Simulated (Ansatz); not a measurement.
WS$_{2}$:
```
CELL_PARAMETERS angstrom
      3.17173     0.00000     0.00000
     -1.58587     2.74680     0.00000
      0.00000     0.00000    12.55251
ATOMIC_POSITIONS crystal
  W  0.33333 0.66667 0.75000
  W  0.66667 0.33333 0.25000
  S  0.33333 0.66667 0.12569
  S  0.66667 0.33333 0.87431
  S  0.66667 0.33333 0.62569
  S  0.33333 0.66667 0.37431
```

Relaxed with r²SCAN+D4.

Question: Give the optical modes at the zone centre with their infrared and Raman activity from DFPT, the program Ansatz at the r²SCAN+D4 level (PAW).

Answer: Transverse frequencies, without the LO–TO term; a row sums one degenerate level.

| ω (cm⁻¹) | degeneracy | IR ((D/Å)²/amu) | Raman (Å⁴/amu) | activity | symmetry |
|---|---|---|---|---|---|
| 23 | 2 | 0.00 | 0.62 | Raman | E2g |
| 41 | 1 | 0.00 | 0 | silent | B1g |
| 296 | 2 | 0.00 | 0 | silent | E2u |
| 298 | 2 | 0.00 | 1.9 | Raman | E1g |
| 356 | 2 | 0.33 | 0 | IR | E1u |
| 356 | 2 | 0.00 | 970 | Raman | E2g |
| 421 | 1 | 0.00 | 0 | silent | B2u |
| 427 | 1 | 0.00 | 790 | Raman | A1g |
| 438 | 1 | 0.10 | 0 | IR | A2u |
| 442 | 1 | 0.00 | 0 | silent | B1g |

Space group P6_3/mmc. The cell was relaxed with r²SCAN+D4 under the symmetry of its start; phonons on a q-mesh show no instability. No spin polarisation was allowed. Scalar-relativistic: spin–orbit coupling is off unless named, which matters more the heavier the elements.

Potentials: the later of the program's two PAW sets.
